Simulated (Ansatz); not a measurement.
BP (F-43m): energy against volume by PBE and RPA

```
B P
1.0
     0.00000    2.26900    2.26900
     2.26900    0.00000    2.26900
     2.26900    2.26900    0.00000
B P
1 1
Direct
  0.00000 0.00000 0.00000
  0.25000 0.25000 0.25000
```

RPA total energy on PBE orbitals, soft PAW set, first generation (Ansatz); 4×4×4 mesh, wave cutoff 420 eV, correlation extrapolated to infinite response cutoff from cutoffs up to 160 eV, 8 electrons, all correlated, long-wavelength term: neglected.

Energies and volumes of the whole cell, energies counted from the given cell:

```tsv
V/V_given	V (Å³)	PBE (meV)	Hartree-Fock expression on these orbitals (meV)	RPA (meV)
0.92	21.49	116	152	112
0.96	22.43	34	49	32
1.00	23.36	0	0	0
1.04	24.30	6	-3	10
1.08	25.23	44	32	55
```

**Question.** Fit third-order Birch-Murnaghan curves. Where are the minima?

**Answer.** PBE: V0 = 11.84 Å³ an atom (lattice constants +0.5 % against the given cell), B0 = 161 GPa; Hartree-Fock expression on these orbitals: V0 = 11.95 Å³ an atom (lattice constants +0.8 % against the given cell), B0 = 180 GPa; RPA: V0 = 11.79 Å³ an atom (lattice constants +0.3 % against the given cell), B0 = 171 GPa.

Soft PAW datasets can recover too little correlation energy, by a few per cent up to a quarter and more. This ran on a trial build of the method. The mesh is coarse, so these are values at the stated settings, not converged ones.
